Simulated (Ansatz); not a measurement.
# Ta₃Ru: clamped-ion strain scan

The calculation used Ansatz 0.2.0, DFT PBEsol, scalar-relativistic, plane waves, PAW. Settings: plane waves to 420 eV, k-mesh 18×18×6 (Γ-centred), Gaussian smearing 0.15 eV. Spin–orbit coupling is left out, which can shift energies with elements as heavy as these. No spin polarisation. Energies are free energies at this smearing, counted from the undisturbed cell; pressure is positive in compression.

The starting cell (relaxed at this level; with this scan's settings it stands at 0.1 GPa; it needn't be the usual structure):

```
CELL_PARAMETERS angstrom
1.63462 -2.31805 0.00000
1.63462 2.31805 0.00000
0.00000 0.00000 8.74577
ATOMIC_POSITIONS crystal
Ta 0.50000 0.50000 0.76355
Ta 0.00000 0.00000 0.50000
Ta 0.50000 0.50000 0.23645
Ru 0.00000 0.00000 0.00000
```

The cell is strained by ε times the Voigt pattern (1, 1, 0, 0, 0, 0) (xx, yy, zz, yz, xz, xy; engineering shear) with fractional coordinates fixed. The cell is metallic on the mesh throughout.

```
      ε  ΔE (meV/atom)
-0.0200           21.8
-0.0100            5.4
 0.0000            0.0
 0.0050            1.2
 0.0150           10.8
 0.0200           19.1
```

Problem. Predict the stress summed along the pattern (GPa, tension positive) at each point.

Solution.
```tsv
ε	stress summed along the pattern (GPa, tension positive)
-0.0200	-21.89
-0.0100	-10.53
0.0000	-0.16
0.0050	4.66
0.0150	13.62
0.0200	17.77
```

Cost: 6 runs of about 3.6 core-minutes in all, on Intel Xeon Platinum 8488C (Sapphire Rapids) (shared hosts).